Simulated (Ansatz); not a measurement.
The numbers come from plane-wave PAW DFT (Ansatz): PBE, no spin polarisation, 420 eV, 7×7×3 Γ-centred k points, gaussian occupations (width 0.0108 eV). Nothing was relaxed.

Computed maps in the lattice plane spanned by a (left to right, 3.78 Å, 11 points from zero) and b (bottom to top, 3.78 Å, 11 points from zero), 90° apart, at height 0.500 along c. The fields are smooth PAW ones with compensation charges, not the true ones near nuclei.

Valence density. Digits on a logarithmic scale: 0 up to 0.03 e/Å³, each further digit a factor of 1.6, 9 from 1.3 e/Å³ up:
```
66666655555
66545655555
66435655555
66556655555
66666665555
65555666666
65555566556
65555565346
65555565456
65555566666
66666666666
```

ELF. Ten even steps from '0' (0.00) to '9' (0.82):
```
99658973225
76003841112
65001741112
88316952113
99879985447
97445899789
83112596138
62111471005
72111483006
95223798569
99768998679
```

Q: The cell is LuBeBr. Which atoms lie within 0.2 Å of this plane, and where (fractions of a and b)?

A: Be at (0.75, 0.25), Be at (0.25, 0.75). The whole cell:
```
Lu Br Be
1.0
     3.78368    0.00000    0.00000
     0.00000    3.78368    0.00000
     0.00000    0.00000    8.39633
Lu Br Be
2 2 2
Direct
  0.75000 0.75000 0.36724
  0.25000 0.25000 0.63276
  0.25000 0.25000 0.17180
  0.75000 0.75000 0.82820
  0.75000 0.25000 0.50000
  0.25000 0.75000 0.50000
```

Origin: a known structure type with other elements, at an estimated volume, so it need not be a known compound. Caveats: many states at the Fermi level without spin polarisation, so a magnetic state may lie lower; atoms or cell far from equilibrium.
